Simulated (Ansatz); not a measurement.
The relaxed structure here is a generated cell of Ag: the first start was made by placing the elements on the sites of a structure type, and the end was not matched to a known phase here, so it may be hypothetical. Known forms of Ag include space group No. 225.

A relaxed cell of Ag (P6₃/mmc (No. 194)), relaxed on a k-mesh at least as fine as the one used below. Level of theory: PBEsol (plane waves to 420 eV, PAW, scalar-relativistic; Ansatz, an electronic-structure program). Γ-centred k-mesh 13×13×4 on the run's cell (coarser than for final values), Fermi–Dirac smearing 0.05 eV.

```
CELL_PARAMETERS angstrom
      2.85579     0.00000     0.00000
     -1.42789     2.47318     0.00000
      0.00000     0.00000     9.44644
ATOMIC_POSITIONS crystal
  Ag 0.33333 0.66667 0.12500
  Ag 0.33333 0.66667 0.62500
  Ag 0.66667 0.33333 0.37500
  Ag 0.66667 0.33333 0.87500
```

The atoms are displaced by (Å):

```json
[
 {"atom": "Ag1", "ux": "0.123", "uy": "-0.107", "uz": "-0.021"},
 {"atom": "Ag2", "ux": "0.113", "uy": "-0.064", "uz": "-0.040"},
 {"atom": "Ag3", "ux": "-0.050", "uy": "-0.041", "uz": "0.106"},
 {"atom": "Ag4", "ux": "-0.003", "uy": "0.017", "uz": "0.032"}
]
```

What forces (eV/Å) and pressure result?


```csv
atom,Fx,Fy,Fz
Ag1,-0.16,0.11,0.48
Ag2,-0.21,0.09,0.82
Ag3,0.22,-0.08,-0.93
Ag4,0.15,-0.11,-0.36
```

Pressure +1.0 GPa.

No spin polarisation in the result.

The run that gave the undisplaced cell could not lose the symmetry of its start; a randomly shaken copy of 4 atoms returns to this structure.
